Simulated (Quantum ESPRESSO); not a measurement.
# Planted mistakes on one cell of Mo3WSe6PCl

The results below are calculated, not measured. They come from pw.x of Quantum ESPRESSO 7.5, a plane-wave density functional program, with PseudoDojo standard norm-conserving files (v0.5 for PBE, v0.4.1 for LDA and PBEsol). The cells are made up: elements, strain and atom displacements were drawn at random, and nothing was relaxed. There is no spin polarisation, spin-orbit coupling or dispersion term.

The cell has 12 sites of a 2H layered lattice (rectangular cell). Sites 1 to 4 hold Mo Mo W Mo; sites 5 to 12 hold Se Se P Se Se Se Se Cl. Cell vectors in Å: (3.253, -0.029, -0.016); (-0.050, 5.523, 0.067); (-0.064, 0.154, 12.867). Settings: PBE, cutoff 1170 eV, 7 x 4 x 2 k mesh shifted by half a step, Fermi-Dirac smearing of 0.025 eV.

The intended run has a self-consistency threshold of 1e-07 eV, a smearing term of 0.000 eV, a pressure of 13.48 GPa and 19 iterations. Each further run changes one thing: atoms of sites 9 and 12 exchanged; cutoff 660 eV; k mesh 2 x 2 x 2; one electron added; smearing 0.5 eV; threshold 0.06 eV. A coarse mesh keeps the shift, and a charged cell sits in a uniform background.

```
run  change of free energy (eV)  smearing term -TS (eV)  change of P (GPa)  largest change of a force component (eV/Å)  iterations
  A                       0.009                   0.000               0.77                                       0.181           9
  B                      13.997                  -0.010              12.90                                       0.753          21
  C                      95.588                   0.000            -380.68                                       0.086          24
  D                      -1.503                   0.000              -1.42                                       0.527          19
  E                      -1.163                  -3.712               1.76                                       0.575          21
  F                       0.768                  -0.015              -0.02                                       2.184          22
```

A rerun of the intended cell at 1467 eV and k mesh 9 x 6 x 4 moved values by no more than 0.003 eV in the cell's energy, 0.02 GPa in stress and 0.006 eV/Å in force.

Question: which change belongs to which run?

## Worked reading

Run A has the fewest iterations, as a run stopped early does. Run E has the largest smearing term, as wide smearing gives. Run C has a higher energy and the largest fall in pressure, as too small a basis gives. Energies from files of another functional, or of a charged cell, have another zero and say nothing on stability; the pressure of a charged cell rests on the program's zero of potential too.

## Key

```
run                             change
  A                  threshold 0.06 eV
  B                 one electron added
  C                      cutoff 660 eV
  D                   k mesh 2 x 2 x 2
  E                    smearing 0.5 eV
  F  atoms of sites 9 and 12 exchanged
```